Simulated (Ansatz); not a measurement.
**Al₂InAs₃: rattling a relaxed structure**

The structure comes from a generated guess, relaxed at this level; another structure or a mixture of phases may lie lower.

These are results of DFT PBE, scalar-relativistic, plane waves, PAW (Ansatz 0.2.0), not measurements. Plane waves to 420 eV, a k mesh through Γ of 10×10×10 on the computed 6-atom cell and Gaussian smearing (0.02 eV); no spin polarisation.

The cell below (6 atoms, space group I-4m2 (No. 119)) is relaxed within its symmetry.

```xyz
6
Lattice="-2.0751 2.0751 8.8307 2.0751 -2.0751 8.8307 2.0751 2.0751 -8.8307" Properties=species:S:1:pos:R:3 pbc="T T T"
Al    0.0000    0.0000   11.8449
Al    0.0000    0.0000    5.8166
In    0.0000    0.0000    0.0000
As    0.0000    2.0751    7.1936
As    2.0751    0.0000    4.4154
As    0.0000    2.0751    1.6372
```

For the test a repeat of it with 12 atoms (edges 4.15, 8.30, 9.31 Å) was strained at random (σ = 1.5 % a component), the atoms were moved at random (σ = 0.10 Å), and all was relaxed again on a coarse 4×2×4 mesh (in the run’s order of axes) with 0.10 eV smearing, with no symmetry imposed.

Problem. What happens?

Solution. It returns, within 1 meV/atom of the unmoved cell on that mesh and with the same symmetry when read at 0.1 Å. So it is stable against the distortions that fit this cell and that this random move excites. Modes that don't fit the cell aren't tested.
